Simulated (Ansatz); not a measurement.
SrTiHO2 in space group P4/mmm (No. 123; Sr on 1a, Ti on 1d, O on 2e, H on 1c) at seven volumes, plane-wave PAW PBEsol (Ansatz code), shape and atoms relaxed at each. One row is withheld.

| V (Å³/atom) | P (GPa) |
|---|---|
| 10.428 | 15.26 |
| 10.771 | ? |
| 11.115 | 4.31 |
| 11.459 | 0.00 |
| 11.803 | -3.67 |
| 12.146 | -6.66 |
| 12.490 | -9.22 |

**Question.** Fit the shown pressures and predict the withheld one.

**Answer.** Third-order Birch–Murnaghan: P = (3/2)B₀(x^(7/2) − x^(5/2))[1 + (3/4)(B′ − 4)(x − 1)] with x = (V₀/V)^(2/3). Least squares on the six rows gives V₀ = 11.459 Å³/atom, B₀ = 130.6 GPa, B′ = 4.57. At V = 10.771, x = 1.0421 and P = 9.32 GPa. The run itself gave 9.30 GPa.

The start of the workflow was typed in or built on a structure type; neither database checked (COD, Materials Project) lists it. Whether it is the stable phase at ambient conditions was not checked. The cell was relaxed with PBEsol under the symmetry of its start; its stability against distortions is not shown here. The final state is ferromagnetic, chosen from 4 collinear starts compared on coarse meshes (ties went to the first, and starts can fall back to one state), not a proven ground state. No Hubbard U is applied.

Potentials: the earlier of the program's two PAW sets. The files were generated under PBE; for other functionals the program regenerates the frozen cores, and for LDA and PBEsol the local potential too.
